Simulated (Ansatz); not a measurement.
## Property card for YB3C3

YB₃C₃:
```
CELL_PARAMETERS angstrom
      4.80125     0.00000     0.00000
      0.00000     4.80125     0.00000
      0.00000     0.00000     4.80125
ATOMIC_POSITIONS crystal
  Y  0.00000 0.00000 0.00000
  Y  0.50000 0.50000 0.50000
  B  0.25000 0.50000 0.00000
  B  0.75000 0.50000 0.00000
  B  0.00000 0.25000 0.50000
  B  0.00000 0.75000 0.50000
  B  0.50000 0.00000 0.25000
  B  0.50000 0.00000 0.75000
  C  0.25000 0.00000 0.50000
  C  0.75000 0.00000 0.50000
  C  0.50000 0.25000 0.00000
  C  0.50000 0.75000 0.00000
  C  0.00000 0.50000 0.25000
  C  0.00000 0.50000 0.75000
```

Space group Pm-3n (No. 223); conventional cell a = b = c = 4.8013 Å, α = β = γ = 90.00°.

Method: r²SCAN (plane waves, PAW; program Ansatz). Geometry: relaxed at this level of theory. Other levels are named where they apply.

Cell and energy:

| Property | Value |
|---|---|
| Volume per atom | 7.91 Å³ |
| Density | 4.72 g/cm³ |
| Formation energy from the elements (no fitted shifts) | -0.12 eV/atom |

Electronic structure:

| Item | Value |
|---|---|
| Band gap | 0.36 eV (indirect) |
| Valence-band maximum | at Γ |
| Conduction-band minimum | at M (3 equivalent valleys) |
| Smallest direct gap on the standard path | 1.59 eV |
| Electron effective mass with spin–orbit coupling | 0.22, 0.41, 0.41 mₑ (principal values) |
| Hole effective mass, band 1 of 3 at the edge | 1.2 along [100], 1.2 along [110], 0.56 along [111] (mₑ) |
| Hole effective mass, band 2 of 3 at the edge | 1.2 along [100], 0.44 along [110], 0.56 along [111] (mₑ) |
| Hole effective mass, band 3 of 3 at the edge | 0.22 along [100], 0.33 along [110], 0.39 along [111] (mₑ) |
| Hole effective mass with spin–orbit coupling, band 1 of 2 at the edge | 1.2 along [100], 0.74 along [110], 0.56 along [111] (mₑ) |
| Hole effective mass with spin–orbit coupling, band 2 of 2 at the edge | 0.33 along [100], 0.37 along [110], 0.44 along [111] (mₑ) |
| HSE06 gap on the r²SCAN cell | 1.03 eV |
| Gap with spin–orbit coupling | 0.35 eV |

Mechanics:

| Property | Value |
|---|---|
| Bulk modulus (Birch–Murnaghan fit) | 262 GPa |
| Pressure derivative B′ | 3.7 |
| Elastic constants (relaxed ions, GPa) | C11 = 488, C12 = 150, C44 = 198 |
| Mechanical stability | stable (all eigenvalues of C positive) |
| Hill bulk and shear moduli | 263 and 186 GPa |
| Young's modulus | 451 GPa |
| Poisson's ratio | 0.21 |
| Debye temperature from the elastic constants | 1040 K |

Charges:

| Item | Result |
|---|---|
| Bader charges | Y +2.08, B +1.62, C -2.32 e |

The start of the workflow was typed in or built on a structure type; neither database checked (COD, Materials Project) lists it. Its standing as an ambient phase is unchecked. The cell was relaxed with r²SCAN under the symmetry of its start; whether a distortion lowers the energy is not shown. No spin polarisation was allowed. The references are the lowest solids computed at this level, not always the standard phases. Scalar-relativistic: spin–orbit coupling is off unless named, which matters more the heavier the elements.

Potentials: the earlier of the program's two PAW sets. The files were generated under PBE; for other functionals the program regenerates the frozen cores, and for LDA and PBEsol the local potential too.
